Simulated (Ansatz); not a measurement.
## Ge (simple cubic): energy against volume

Computed with DFT, LDA (PW92), plane waves (420 eV) with PAW, scalar-relativistic (Ansatz 0.2.0). (PAW data from PBE, frozen cores regenerated.)

The cell is scaled uniformly from the relaxed one, with fractional coordinates and shape fixed. Energies are extrapolated to zero smearing, pressures are those at the given smearing. Magnetic state: spin not included.

A Birch-Murnaghan fit gives V₀ = 18.52 Å³/atom, B₀ = 83 GPa, B₀′ = 4.7.

Problem. What are the energy above the minimum and the pressure at 16.314 Å³/atom?

Solution. 86.7 meV/atom and 14.23 GPa as computed.

Problem. What are the energy above the minimum and the pressure at 17.056 Å³/atom?

Solution. 35.2 meV/atom and 8.35 GPa as computed.

Problem. What are the energy above the minimum and the pressure at 20.764 Å³/atom?

Solution. 56.5 meV/atom and -7.22 GPa as computed.
